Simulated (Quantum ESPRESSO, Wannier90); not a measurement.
## Tight-binding from DFT: Ca$_{3}$SnO (anti-perovskite)

```
begin unit_cell_cart
ang
    4.8264900000    0.0000000000    0.0000000000
    0.0000000000    4.8264900000    0.0000000000
    0.0000000000    0.0000000000    4.8264900000
end unit_cell_cart
begin atoms_frac
Ca   0.5000000000  0.0000000000  0.5000000000
Ca   0.0000000000  0.5000000000  0.5000000000
Ca   0.5000000000  0.5000000000  0.0000000000
Sn   0.0000000000  0.0000000000  0.0000000000
O    0.5000000000  0.5000000000  0.5000000000
end atoms_frac
```

Materials Project entry mp-29241; symmetrised, unrelaxed at this level. COD (Crystallography Open Database) has an entry of this formula and space group (matched by these alone). Method: PBEsol plane waves in Quantum ESPRESSO 7.5 (PseudoDojo norm-conserving files, 68 Ry, no spin polarisation, no spin-orbit coupling), Bloch states on a 4×4×4 mesh through Γ, Wannier90 4.0.1. Density: 6×6×6 mesh, cold smearing 0.01 Ry. Spin-orbit coupling is left out although heavy elements are present.

Band 19 is isolated and gives one Wannier function a cell (Sn4 5s 76 %, Ca3 4s 7 %, Ca1 4s 7 %; spread 2.77 Å²). Its on-site energy is ε = -7.001 eV relative to the Fermi level, and its hoppings t(R) = t(−R) to the nearer images are (images within this range that aren't listed have |t| under 5 meV):

```
R (lattice vectors; −R alike)  distance (Å)  t (eV)
-----------------------------  ------------  ------
0 0 1                                  4.83  -0.091
0 1 0                                  4.83  -0.091
1 0 0                                  4.83  -0.091
0 1 -1                                 6.83  -0.015
0 1 1                                  6.83  -0.015
1 -1 0                                 6.83  -0.015
1 0 -1                                 6.83  -0.015
1 0 1                                  6.83  -0.015
1 1 0                                  6.83  -0.015
```

Task: Work out the band energy at Γ, X, M, R from these numbers.

Result: For one orbital E(k) = ε + Σ_R 2 t(R) cos(2π k·R), the sum over the listed R.
- Γ, k = (0.000, 0.000, 0.000): E = -7.001 + (-0.091)·(6.00) + (-0.015)·(12.00) = -7.73 eV; pw.x: -7.66 eV
- X, k = (0.000, 0.500, 0.000): E = -7.001 + (-0.091)·(2.00) + (-0.015)·(-4.00) = -7.12 eV; pw.x: -7.12 eV
- M, k = (0.500, 0.500, 0.000): E = -7.001 + (-0.091)·(-2.00) + (-0.015)·(-4.00) = -6.76 eV; pw.x: -6.70 eV
- R, k = (0.500, 0.500, 0.500): E = -7.001 + (-0.091)·(-6.00) + (-0.015)·(12.00) = -6.64 eV; pw.x: -6.68 eV

At these points the listed shells miss the plane-wave band by up to 0.07 eV, of a width of 0.98 eV on the path. With all its hoppings the model misses the band by 4.0 meV at worst on the whole path, so most of the miss comes from the hoppings not listed.
